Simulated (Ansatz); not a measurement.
Polymorphs of AlIr, each relaxed with r²SCAN in the plane-wave PAW code Ansatz:

A: CsCl type (Pm-3m)
a = 2.993 Å, b = 2.993 Å, c = 2.993 Å, α = 90.00°, β = 90.00°, γ = 90.00°

```
atom  site  symmetry       x       y       z
----  ----  --------  ------  ------  ------
Al      1a      m-3m  0.0000  0.0000  0.0000
Ir      1b      m-3m  0.5000  0.5000  0.5000
```

B: Cmcm
a = 2.8278 Å, b = 9.5440 Å, c = 4.1415 Å, α = 90.00°, β = 90.00°, γ = 90.00°

| atom | site | symmetry | x | y | z |
|---|---|---|---|---|---|
| Al | 4c | m2m | 0.0000 | 0.4142 | 0.2500 |
| Ir | 4c | m2m | 0.0000 | 0.1511 | 0.2500 |

C: rock salt (Fm-3m)
a = 5.008 Å, b = 5.008 Å, c = 5.008 Å, α = 90.00°, β = 90.00°, γ = 90.00°

| atom | site | symmetry | x | y | z |
|---|---|---|---|---|---|
| Ir | 4a | m-3m | 0.0000 | 0.0000 | 0.0000 |
| Al | 4b | m-3m | 0.5000 | 0.5000 | 0.5000 |

Problem. Rank these by energy per atom at 0 K (lowest first), as r²SCAN gives it.

Solution. A (+0 meV/atom), B (+340 meV/atom), C (+1002 meV/atom)

Typed or built starts, not in the databases checked: B; C. Standing as an ambient phase not checked: A. Unstable at this level: C. All cells were relaxed under the symmetry of their starts (and spin orders); stability against distortions was not tested throughout. Rows with no word on spin ran without spin polarisation. Spin–orbit coupling is left out wherever it is not named.

Energies hold the estimated change up to a 700 eV cutoff; steps of a few meV lie near the error of the meshes.

Potentials: the later of the program's two PAW sets.
